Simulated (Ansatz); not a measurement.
# Convergence of ReW3 with the k-point mesh

Level of theory: Ansatz, DFT r2SCAN, scalar-relativistic, plane waves, PAW.

```xyz
4
Lattice="1.5788 -2.2454 0.0000 1.5788 2.2454 0.0000 0.0000 0.0000 8.9797" Properties=species:S:1:pos:R:3 pbc="T T T"
Re    0.0000    0.0000    0.0000
W     1.5788    0.0000    6.7412
W     0.0000    0.0000    4.4898
W     1.5788    0.0000    2.2385
```

* plane-wave cutoff: 500 eV
* occupation rule: Gaussian smearing, 0.1 eV
* spin treatment: unpolarised

The atoms stay fixed while the k-point mesh is varied. ΔE is the energy extrapolated to zero smearing, less that of the reference run (18×18×6). The cell isn't necessarily relaxed at this level. The meshes are Γ-centred. Spin–orbit coupling is left out. Pressure is positive in compression.

(1) Tried: 1×1×1, 4×4×1, 6×6×2, 8×8×2, 10×10×4, 12×12×4, 14×14×4, 16×16×6, 18×18×6. From which k-point mesh on does the energy per atom stay within 100, 10 and 1 meV of the reference?

Answers

(1) 4×4×1 for 100 meV, 10×10×4 for 10 meV, 16×16×6 for 1 meV. The reference itself isn't shown to be converged. At 10×10×4, where the energy is within 10 meV, force components already agree to within 0.010 eV/Å, where the largest force is 0.245 eV/Å.

| mesh | ΔE (meV/atom) | P (GPa) | largest change of a force component (eV/Å) | irreducible points |
| --- | --- | --- | --- | --- |
| 1×1×1 | -1518 | 44.26 | 2.366 | 1 |
| 4×4×1 | 16.8 | -6.73 | 0.161 | 7 |
| 6×6×2 | -4.27 | -7.14 | 0.035 | 26 |
| 8×8×2 | -15.2 | -6.65 | 0.002 | 42 |
| 10×10×4 | 5.88 | -6.02 | 0.010 | 93 |
| 12×12×4 | -3.88 | -6.02 | 0.003 | 129 |
| 14×14×4 | 1.27 | -5.95 | 0.033 | 171 |
| 16×16×6 | 0.16 | -5.93 | 0.001 | 292 |
| 18×18×6 | 0.00 | -5.93 | 0.000 | 364 |